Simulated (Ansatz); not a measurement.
Zone-centre phonons of MgO at 1 GPa: input and output

Theory: DFT LDA, scalar-relativistic, plane waves, PAW in Ansatz 0.2.0.

Launched with:
```bash
ansatz run input.yaml --threads 1 --pin off --max-ram 3072MiB --backend cpu --events-out ev --progress --plain --runs-dir out
```

Input (bare energies are in eV):
```yaml
crystal:
  lattice:
    - [0.0, 2.0755836595, 2.0755836595]
    - [2.0755836595, 0.0, 2.0755836595]
    - [2.0755836595, 2.0755836595, 0.0]
  atoms:
    - { symbol: Mg, position: [0.0, 0.0, 0.0] }
    - { symbol: O, position: [0.5, 0.5, 0.5] }
basis:
  ecutwfc: 420
kpoints:
  mp_grid: { grid: [10, 10, 10] }
hamiltonian:
  xc: lda
scf:
  occupations: { method: fixed }
output:
  eigenvalues: true
phonons:
  method: dfpt
  dielectric: true
  rigid_motions: translations
  eigenvectors: true
```

Results section of the output:
```
--- Phonons (Γ-DFPT): 2 representative perturbations + reference, on 102 of 1000 k-points (Σ response iterations 6) ---
  k mesh reduced under 8 symmetry operations, with k and −k counted as one. Each operation leaves every solved perturbation unchanged. A smaller set is not considered because the run solves the response ...
  ASR residual: 5.206e-5 → 0.000e0 eV/Å²; symmetrization residual: 1.747e-6 eV/Å²
  ASR residual per site (eV/Å²): 1.62e-5 5.21e-5
  Γ frequencies (cm⁻¹): 0.00 0.00 0.00 413.95 413.95 413.95
  ε∞ (high-frequency dielectric tensor):
        3.176464    -0.000000     0.000000
        0.000000     3.176464    -0.000000
        0.000000     0.000000     3.176464
  ε⁰ (static dielectric tensor: ions relaxed, cell fixed):
        9.599298     0.000000    -0.000000
        0.000000     9.599298    -0.000000
       -0.000000    -0.000000     9.599298
  ε⁰ − ε∞ (ionic part):
        6.422834     0.000000    -0.000000
        0.000000     6.422834    -0.000000
       -0.000000    -0.000000     6.422834
  softest optical mode at Γ: 413.95 cm⁻¹; the repairs (sum rule, projections) moved no ω² at Γ by more than (1.03 cm⁻¹)²
  Born effective charges Z* (e; rows j = field, columns β = displacement):
    site 0:
         1.96449   -0.00000   -0.00000
         0.00000    1.96449    0.00000
         0.00000   -0.00000    1.96449
    site 1:
        -1.96449    0.00000    0.00000
        -0.00000   -1.96449    0.00000
         0.00000    0.00000   -1.96449
  Z* charge neutrality: 8.225e-6 e pre-enforcement
  k-mesh period / interband length: 29.4 Å / 1.36 Å = 21.57 at k = (0.0000, 0.0000, 0.0000), direct gap 5.094 eV — 14 or more, which is no proof of convergence
  optical modes at Γ without the LO–TO term, one row a degenerate level:
      ω (cm⁻¹) modes IR ((D/Å)²/amu)
        413.95      3            27.6849
  optical modes at Γ + LO–TO along q̂ = [1.0000, 0.0000, 0.0000]:
      ω (cm⁻¹) modes IR ((D/Å)²/amu)
        413.95      2            18.4566
        719.61      1             9.2283
  optical modes at Γ + LO–TO along q̂ = [0.0000, 1.0000, 0.0000]:
      ω (cm⁻¹) modes IR ((D/Å)²/amu)
        413.95      2            18.4566
        719.61      1             9.2283
  optical modes at Γ + LO–TO along q̂ = [0.0000, 0.0000, 1.0000]:
      ω (cm⁻¹) modes IR ((D/Å)²/amu)
        413.95      2            18.4566
        719.61      1             9.2283
```

Time: 23 s on 1 thread of Intel(R) Xeon(R) Processor @ 2.50GHz (Skylake/Cascade Lake), with other jobs on the host, peak memory 0.38 GiB.